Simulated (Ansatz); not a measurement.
# Cd$_{3}$SeS$_{2}$ (I-4m2) at 2 levels of theory

One geometry, relaxed with PBE; plane waves with PAW potentials in Ansatz, scalar-relativistic. No spin polarisation. Gaps are the least over mesh and band path; pressure is positive in compression.

```xyz
6
Lattice="-2.1276 2.1276 9.0157 2.1276 -2.1276 9.0157 2.1276 2.1276 -9.0157" Properties=species:S:1:pos:R:3 pbc="T T T"
Cd    0.0000    0.0000   15.1262
Cd    0.0000    0.0000    9.0157
Cd    0.0000    0.0000    2.9053
Se    2.1276    0.0000    4.5079
S     0.0000    2.1276    1.4506
S     0.0000    2.1276    7.5651
```

| level | cutoff (eV) | k mesh | gap (eV) | pressure (GPa) |
| --- | --- | --- | --- | --- |
| PBE | 420 | 10×10×10 | 0.80 | 0.0 |

Question: What comes out on the same cell with r2SCAN?

Answer:
```json
{"level": "r2SCAN", "cutoff (eV)": "500", "k mesh": "10×10×10", "gap (eV)": "1.25", "pressure (GPa)": "-1.4"}
```

The structure comes from a generated guess; another structure or a mixture of phases may lie lower.
